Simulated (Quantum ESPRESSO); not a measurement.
Cu2W2Ti2SnAg, input and log of a self-consistent run

Simulated, not a measurement. The program is pw.x of Quantum ESPRESSO 7.5 (plane-wave density functional theory). The cell is made up: eight metal atoms on a hexagonal close-packed lattice, with elements, volume, strain and displacements drawn at random and not relaxed, so it may be unstable or far from any real phase. PseudoDojo standard norm-conserving files set the functional (PBE unless stated); there is no spin polarisation or spin-orbit coupling, the Fermi-Dirac width of 0.25 eV means electrons at about 2900 K, and the masses in the input are unused placeholders. The copper pseudopotential is less sure than most, with forces differing by about three percent and pressure by about two GPa from a second method on plain copper. The tin pseudopotential is less sure than most, with forces differing by about three percent from a second method on plain tin. Heavy elements are run without spin-orbit coupling, which real alloys of them have. A spin test at this wide smearing found no moment, but such smearing suppresses magnetism that the real alloy may have.

Input:

```
&control calculation='scf', pseudo_dir='./dojo.nc.sr.pbe.v0_5.standard.upf', outdir='./o', disk_io='minimal', tprnfor=.true., tstress=.true. /
&system ibrav=0, nat=8, ntyp=5, nbnd=75, ecutwfc=92.02030273, nosym=.true., tot_charge=0,
 occupations='smearing', smearing='fd', degauss=0.0183746611
/
&electrons conv_thr=1.470e-08, electron_maxstep=70, mixing_beta=0.5 /
ATOMIC_SPECIES
Ag 1.0 Ag.upf
Cu 1.0 Cu.upf
Sn 1.0 Sn.upf
Ti 1.0 Ti.upf
W 1.0 W.upf
CELL_PARAMETERS angstrom
4.243 -2.4629 0.0572
-2.9179 -0.0476 -4.6042
2.8448 4.9538 0.0961
ATOMIC_POSITIONS angstrom
Cu 0.0002 -0.0113 0.1043
W 1.4361 2.5568 0.0678
Cu -0.0167 1.6227 -2.3944
Ti 1.3251 4.0348 -2.2323
Ti 2.89 -0.0231 0.1186
W 4.2378 2.405 0.1271
Sn 1.4208 -0.8698 -2.1221
Ag 2.8765 1.6015 -2.2164
K_POINTS automatic
6 5 4 1 1 1
```

The log is shortened where brackets say so; the opening notice, blank lines, dates and the lines on written files are dropped, and the path of the files is cut. It prints rydbergs, bohrs and kilobars, and counts compression as positive stress. Its total energy is the free energy E - TS of the whole cell.

```
     Program PWSCF v.7.5
     Parallel version (MPI & OpenMP), running on       4 processor cores
     Number of MPI processes:                 4
     Threads/MPI process:                     1
     [start-up lines left out]
     bravais-lattice index     =            0
     lattice parameter (alat)  =       9.2716  a.u.
     unit-cell volume          =     860.4504 (a.u.)^3
     number of atoms/cell      =            8
     number of atomic types    =            5
     number of electrons       =       123.00
     number of Kohn-Sham states=           75
     kinetic-energy cutoff     =      92.0203  Ry
     charge density cutoff     =     368.0812  Ry
     scf convergence threshold =      1.5E-08
     mixing beta               =       0.5000
     number of iterations used =            8  plain     mixing
     Exchange-correlation= PBE
                           (   1   4   3   4   0   0   0)
     [axes and pseudopotential details left out]
   Cartesian axes
     site n.     atom                  positions (alat units)
         1        Cu     tau(   1) = (   0.0000408  -0.0023031   0.0212582  )
         2        W      tau(   2) = (   0.2927028   0.5211214   0.0138188  )
         3        Cu     tau(   3) = (  -0.0034038   0.3307352  -0.4880214  )
         4        Ti     tau(   4) = (   0.2700790   0.8223641  -0.4549825  )
         5        Ti     tau(   5) = (   0.5890335  -0.0047082   0.0241728  )
         6        W      tau(   6) = (   0.8637391   0.4901818   0.0259052  )
         7        Sn     tau(   7) = (   0.2895843  -0.1772807  -0.4325218  )
         8        Ag     tau(   8) = (   0.5862819   0.3264142  -0.4517418  )
     number of k points=    60  Fermi-Dirac smearing, width (Ry)=  0.0184
                       cart. coord. in units 2pi/alat
        k(    1) = (   0.1296801   0.0530038  -0.1892947), wk =   0.0333333
        k(    2) = (   0.2387924   0.2393281  -0.2603707), wk =   0.0333333
     [further k points left out]
     Dense  grid:   102609 G-vectors     FFT dimensions: (  60,  64,  72)
     Estimated max dynamical RAM per process >     421.10 MB
     Estimated total dynamical RAM >       1.57 GB
     Initial potential from superposition of free atoms
     starting charge     122.9932, renormalised to     123.0000
     Starting wfcs are   79 randomized atomic wfcs
     total cpu time spent up to now is       15.0 secs
     per-process dynamical memory:   335.4 Mb
     Self-consistent Calculation
     iteration #  1     ecut=    92.02 Ry     beta= 0.50
     Davidson diagonalization with overlap
     ethr =  1.00E-02,  avg # of iterations =  3.0
     total cpu time spent up to now is       53.4 secs
     total energy              =   -1756.71058661 Ry
     estimated scf accuracy    <      15.30537944 Ry
     iteration #  2     ecut=    92.02 Ry     beta= 0.50
     Davidson diagonalization with overlap
     ethr =  1.00E-02,  avg # of iterations =  3.0
     total cpu time spent up to now is       99.8 secs
     total energy              =   -1765.39533691 Ry
     estimated scf accuracy    <      34.73149748 Ry
     iteration #  3     ecut=    92.02 Ry     beta= 0.50
     Davidson diagonalization with overlap
     ethr =  1.00E-02,  avg # of iterations =  2.0
     total cpu time spent up to now is      138.5 secs
     total energy              =   -1767.25498967 Ry
     estimated scf accuracy    <       7.13676818 Ry
     iteration #  4     ecut=    92.02 Ry     beta= 0.50
     Davidson diagonalization with overlap
     ethr =  5.80E-03,  avg # of iterations =  2.3
     total cpu time spent up to now is      173.8 secs
     total energy              =   -1766.72986298 Ry
     estimated scf accuracy    <       3.95698507 Ry
     iteration #  5     ecut=    92.02 Ry     beta= 0.50
     Davidson diagonalization with overlap
     ethr =  3.22E-03,  avg # of iterations =  4.9
     total cpu time spent up to now is      213.2 secs
     total energy              =   -1766.81832184 Ry
     estimated scf accuracy    <       1.41644450 Ry
     [iterations 6 to 14 left out]
     iteration # 15     ecut=    92.02 Ry     beta= 0.50
     Davidson diagonalization with overlap
     ethr =  9.69E-09,  avg # of iterations =  2.0
     total cpu time spent up to now is      585.5 secs
     total energy              =   -1766.80611078 Ry
     estimated scf accuracy    <       0.00000259 Ry
     iteration # 16     ecut=    92.02 Ry     beta= 0.50
     Davidson diagonalization with overlap
     ethr =  2.11E-09,  avg # of iterations =  2.0
     total cpu time spent up to now is      617.8 secs
     total energy              =   -1766.80611090 Ry
     estimated scf accuracy    <       0.00000243 Ry
     iteration # 17     ecut=    92.02 Ry     beta= 0.50
     Davidson diagonalization with overlap
     ethr =  1.98E-09,  avg # of iterations =  1.0
     total cpu time spent up to now is      648.1 secs
     total energy              =   -1766.80611111 Ry
     estimated scf accuracy    <       0.00000009 Ry
     iteration # 18     ecut=    92.02 Ry     beta= 0.50
     Davidson diagonalization with overlap
     ethr =  7.08E-11,  avg # of iterations =  3.2
     total cpu time spent up to now is      683.8 secs
     total energy              =   -1766.80611112 Ry
     estimated scf accuracy    <       0.00000012 Ry
     iteration # 19     ecut=    92.02 Ry     beta= 0.50
     Davidson diagonalization with overlap
     ethr =  7.08E-11,  avg # of iterations =  1.9
     total cpu time spent up to now is      715.1 secs
     End of self-consistent calculation
     [lines on levels left out]
!    total energy              =   -1766.80611112 Ry
     estimated scf accuracy    <          8.5E-09 Ry
     smearing contrib. (-TS)   =      -0.10434777 Ry
     internal energy E=F+TS    =   -1766.70176335 Ry
     The total energy is F=E-TS. E is the sum of the following terms:
     one-electron contribution =    -771.99957503 Ry
     hartree contribution      =     454.47215083 Ry
     xc contribution           =    -284.98205461 Ry
     ewald contribution        =   -1164.19228454 Ry
     convergence has been achieved in  19 iterations
     Forces acting on atoms (cartesian axes, Ry/au):
     atom    1 type  2   force =     0.00474413    0.01254892   -0.02843236
     atom    2 type  5   force =    -0.00464348   -0.02298704   -0.00728145
     atom    3 type  2   force =     0.00307784   -0.00630190    0.04206126
     atom    4 type  4   force =     0.01394944   -0.01834004    0.02737354
     atom    5 type  4   force =     0.01846905   -0.00635251   -0.00549273
     atom    6 type  5   force =     0.02002293    0.00538571    0.00208572
     atom    7 type  3   force =    -0.02235710    0.03572651   -0.04055274
     atom    8 type  1   force =    -0.03326283    0.00032035    0.01023876
     Total force =     0.100836     Total SCF correction =     0.000258
     Computing stress (Cartesian axis) and pressure
          total   stress  (Ry/bohr**3)                   (kbar)     P=       45.68
   0.00006846   0.00015426  -0.00007737           10.07       22.69      -11.38
   0.00015426   0.00018746   0.00000227           22.69       27.58        0.33
  -0.00007737   0.00000227   0.00067565          -11.38        0.33       99.39
     init_run     :     12.67s CPU     13.16s WALL (       1 calls)
     electrons    :    687.53s CPU    700.10s WALL (       1 calls)
     forces       :      3.83s CPU      3.87s WALL (       1 calls)
     stress       :     13.99s CPU     14.04s WALL (       1 calls)
     [timing details left out]
     PWSCF        :  11m59.87s CPU  12m13.15s WALL
     JOB DONE.
```

In other units: free energy -24038.622 eV for the cell, pressure 4.57 GPa, largest force component 1.081 eV/Å in size. The run took 735 s of wall time with four MPI processes on a shared machine (Intel Xeon, older, virtual cores), so the time is rough. A rerun of this cell at a higher cutoff and on a denser mesh moved values by no more than 0.002 eV in energy, 0.04 GPa in stress and 0.003 eV/Å in force, and a second program with other atomic files agreed on that cell to 2 % rms in force and 0.5 GPa in pressure.